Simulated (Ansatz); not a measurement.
**Ionic part of the dielectric constant of SrO at 4 GPa, mode by mode**

These are results of DFT LDA, scalar-relativistic, plane waves, PAW in Ansatz 0.2.0, not measurements. Cutoff 420 eV, 8×8×8 k-points (Γ-centred), fixed occupations. No spin polarisation. Phonons by linear response, acoustic sum rule imposed.

Symmetry: Fm-3m, No. 225, cubic system. Conventional cell: a = 5.005 Å, b = 5.005 Å, c = 5.005 Å, α = 90.00°, β = 90.00°, γ = 90.00°. Sr (site symmetry m-3m) has 6 O at 2.50 Å as nearest neighbours. O (site symmetry m-3m) is surrounded by 6 Sr at 2.50 Å.

The primitive cell has V = 31.34 Å³ and ε∞,xx = 3.900. Each polar mode adds Δε = (4.92064×10⁷/V)·S/ν² along x, with S its oscillator strength in e²/amu, ν in cm⁻¹ and V in Å³.

Question: From these modes, find each Δε and ε0,xx.
```
ν (cm⁻¹) S_xx (e²/amu)
   236.7         0.4611
```

Answer:
| ν (cm⁻¹) | Δε |
| --- | --- |
| 236.7 | 12.93 |

The sum is 12.925, so ε0,xx = 16.83; the run's tensor has 16.82.

Question: Where do the longitudinal modes lie for a wave vector along x?

Answer: At 492 cm⁻¹. The Lyddane–Sachs–Teller product Π(ν_LO/ν_TO)² = 4.31 matches ε0/ε∞ = 4.31.

Cost: 1 run of about 0.65 core-minutes, on Arm Neoverse N1 (shared hosts).